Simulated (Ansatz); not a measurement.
Relaxed-ion elastic tensor of Ti (hcp (Mg type), P6_3/mmc) in GPa (Voigt order), DFT-LDA in the program Ansatz with PAW potentials; density 4.94 g/cm³, 16.10 Å³ per atom.

```csv
,1,2,3,4,5,6
1,168,115,92.7,0.0,0.0,0.0
2,115,168,92.7,0.0,0.0,0.0
3,92.7,92.7,205,0.0,0.0,0.0
4,0.0,0.0,0.0,33.4,0.0,0.0
5,0.0,0.0,0.0,0.0,33.4,0.0
6,0.0,0.0,0.0,0.0,0.0,26.9
```

Question: Is the crystal mechanically stable?

Answer: Yes: the smallest eigenvalue of C is 26.9 GPa.

Question: Work out the Voigt, Reuss and Hill averages.

Answer: K_V = 127, K_R = 127, K_H = 127; G_V = 34.8, G_R = 32.7, G_H = 33.8 GPa.

Question: Give Young's modulus, Poisson's ratio, Pugh's ratio and the universal anisotropy index.

Answer: E = 9KG/(3K + G) = 93.0 GPa; ν = 0.38; K/G = 3.76 (ductile by the Pugh limit of 1.75); A_U = 5G_V/G_R + K_V/K_R − 6 = 0.33.

Question: Estimate the sound speeds and the Debye temperature.

Answer: v_l = √((K + 4G/3)/ρ) = 5900 m/s, v_t = √(G/ρ) = 2610 m/s, mean 2950 m/s; Θ = (h/k)(3n/4πV)^(1/3) v_m = 348 K.

Question: How much does each axis shrink under pressure?

Answer: Linear compressibilities β_i = Σ_j S_ij (j = 1 to 3): x 2.7, y 2.7, z 2.4 per TPa.

The cell was relaxed with LDA under the symmetry of its start. No spin polarisation was allowed. As this level gives no gap, shear constants depend on the k-mesh and smearing (Fermi–Dirac, 0.1 eV here).

Potentials: the earlier of the program's two PAW sets. The files were generated under PBE; for other functionals the program regenerates the frozen cores, and for LDA and PBEsol the local potential too.
